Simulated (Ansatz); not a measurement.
Here is the system:

MoSe2:
```
CELL_PARAMETERS angstrom
      1.64418     0.94927     6.94422
     -1.64418     0.94927     6.94422
      0.00000    -1.89853     6.94422
ATOMIC_POSITIONS crystal
  Mo 0.00000 0.00000 0.00000
  Se 0.25081 0.25081 0.25081
  Se 0.74919 0.74919 0.74919
```

This is the PBE-relaxed structure.

Q: All from PBE (plane waves, PAW; program Ansatz), unless another level is named. Estimate the electronic character.

A: metallic (no gap).

Q: And the formation energy from the elements (no fitted shifts)?

A: -0.45 eV/atom.

Q: What about the density of states at the Fermi level?

A: 0.32 states/eV per atom (mean over ±0.08 eV).

Space group R-3m. The cell is a constructed one: a structure type filled with these elements; neither database checked (COD, Materials Project) lists it. It is not the phase usual at ambient conditions (space group No. 194). The cell was relaxed with PBE under the symmetry of its start; its stability against distortions is not shown here. The run is not spin-polarised. A crystal of weakly bound layers computed without a dispersion correction: the cell and the soft elastic constants depend strongly on that. The references are the lowest solids computed at this level, not always the standard phases. Spin–orbit coupling is left out wherever it is not named.

Potentials: the later of the program's two PAW sets.
